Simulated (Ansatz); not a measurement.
# Phonons of LuPt2Si2 in the ThCr2Si2-type structure

The computed numbers are results of PBEsol, scalar-relativistic (no spin polarisation) in the plane-wave PAW code Ansatz at 420 eV, Gaussian smearing of 0.15 eV; PAW files: Ansatz's generated set soft_2.

```xyz
5
Lattice="-2.0534 2.0534 4.8863 2.0534 -2.0534 4.8863 2.0534 2.0534 -4.8863" Properties=species:S:1:pos:R:3 pbc="T T T"
Lu    0.0000    0.0000    0.0000
Pt    0.0000    2.0534    2.4431
Pt    2.0534    0.0000    2.4431
Si    0.0000    0.0000    3.7485
Si    0.0000    0.0000    6.0240
```

The Crystallography Open Database holds a cell of this formula and space group, from which this one stands far in volume, proportions or bonds.

Force constants come from finite displacements in a 2×2×2 supercell (the unit cell's 12×12×12 k-mesh, folded to it); the long-range dipole term is not included. Points in reciprocal vectors of this cell: Γ = (0.000, 0.000, 0.000), X = (0.000, 0.000, 0.500), P = (0.250, 0.250, 0.250), N = (0.000, 0.500, 0.000), M = (0.500, 0.500, -0.500), S = (0.294, 0.706, -0.294), S0 = (-0.294, 0.294, 0.294), R = (-0.088, 0.088, 0.500), G = (0.500, 0.500, -0.088).

Q: Is the structure dynamically stable along this path, and where does the spectrum end?

A: Marginal: the lowest branch dips to 12i cm⁻¹ between Γ and X, which may be noise of the interpolation or a soft shear mode; this supercell can't settle it, and such modes are left out of the sums below. The highest frequency is 500 cm⁻¹, at M. Points that don't fit the supercell are interpolated.

Frequencies at the named points (cm⁻¹, imaginary ones negative):
```tsv
point	ω (cm⁻¹)
Γ	0 0 0 51 87 87 93 93 112 292 299 299 311 311 493
X	50 67 76 83 87 89 89 121 150 285 307 308 329 337 468
P	59 59 80 80 87 89 92 115 153 285 307 307 333 333 468
N	51 58 62 65 79 84 93 94 103 284 303 304 321 322 487
M	57 57 69 69 76 91 100 100 107 295 295 308 315 315 500
S	54 62 65 66 78 87 90 94 106 286 301 306 318 324 488
S0	54 62 65 66 78 87 90 94 106 286 301 306 318 324 488
R	54 66 75 84 86 86 89 118 145 286 307 307 328 334 471
G	54 66 75 84 86 86 89 118 145 286 307 307 328 334 471
```

Q: What does the harmonic approximation give for the vibrational free energy, entropy and heat capacity?

A: Zero-point energy 34.0 meV/atom.
```tsv
T (K)	F_vib (meV/atom)	S (J/K per mole of atoms)	C_V (J/K per mole of atoms)
100	27.3	14.9	15.4
200	4.9	27.6	20.8
300	-28.5	36.4	22.8
400	-69.9	43.1	23.7
500	-117.5	48.5	24.1
600	-170.1	52.9	24.3
700	-226.9	56.6	24.5
800	-287.3	59.9	24.6
900	-351.0	62.8	24.7
1000	-417.5	65.4	24.7
```

The highest mode, 500 cm⁻¹, is worth 720 K. At 300 K the heat capacity has reached 91 % of the classical limit 3R = 24.9 J/K per mole of atoms.

The crystal is a metal or nearly so; low and unstable modes depend on mesh and smearing.

Run time: 25 min on 4 threads of AMD EPYC 9R45 96-Core Processor (Zen 5) (shared host), peak memory 7.2 GiB.

Scalar-relativistic only: spin–orbit splittings of the heavy atoms' levels are missing.
